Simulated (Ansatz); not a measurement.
Question: Each is relaxed and computed with DFT-LDA in the program Ansatz with PAW potentials. Which is the only metal?
(A) BiB, zinc blende
(B) BN, P6_3/mmc (B on 2c, N on 2d)
(C) SrZrO3, P4mm (Sr on 1b, Zr on 1a, O on 1a, O on 2c)
(D) ZrB2, P6/mmm (Zr on 1a, B on 2d)

Answer: D, ZrB2, P6/mmm (Zr on 1a, B on 2d). ZrB2: metal; SrZrO3: gap 3.37 eV (indirect); BN: gap 4.03 eV (indirect); BiB: gap 0.58 eV (indirect). Constructed cells (a structure type filled with these elements, in neither database checked): BiB, zinc blende. Standing as an ambient phase not checked: SrZrO3, P4mm (Sr on 1b, Zr on 1a, O on 1a, O on 2c). Weakly bound layers, chains or molecules computed without a dispersion correction, so cells and soft constants are ill determined: BN, P6_3/mmc (B on 2c, N on 2d). Unstable at this level: SrZrO3, P4mm (Sr on 1b, Zr on 1a, O on 1a, O on 2c). All cells were relaxed under the symmetry of their starts (and spin orders); stability against distortions was not tested throughout. Rows with no word on spin ran without spin polarisation. Scalar-relativistic: spin–orbit coupling is off unless named, which matters more the heavier the elements.

Potentials: the later of the program's two PAW sets.
